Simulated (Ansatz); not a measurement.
Axial (c/a) deformation path in Co

Theory: Ansatz 0.2.0, DFT PBEsol, scalar-relativistic, plane waves, PAW. Settings: plane waves to 420 eV, k-mesh 24×24×8 (Γ-centred), Gaussian smearing 0.15 eV. Collinear spins, started from moments 1.8, 1.8, 1.8, 1.8 μB in atom order; the magnetic state may not be the lowest. Energies are free energies at this smearing, counted from the undisturbed cell; pressure is positive in compression.

The starting cell (relaxed at this level; with this scan's settings it stands at 0.2 GPa):

```
Co
1.0
     2.45521    0.00000    0.00000
    -1.22761    2.12628    0.00000
     0.00000    0.00000    7.96484
Co
4
Cartesian
  0.0000 0.0000 0.0000
  0.0000 1.4175 1.9912
  0.0000 0.0000 3.9824
  1.2276 0.7088 5.9736
```

At fixed volume and fractional coordinates, lengths along (0.000, 0.000, 1.000) are scaled against those across it; ρ is that ratio over its starting value. The cell is metallic on the mesh throughout.

(ρ, ΔE (meV/atom)): (0.850, 175.6), (0.920, 49.0), (1.000, 0.0), (1.100, 67.8), (1.200, 240.7)

Cost: 5 runs of about 6.9 core-minutes in all, on AMD EPYC 7R43 (Zen 3) (shared hosts).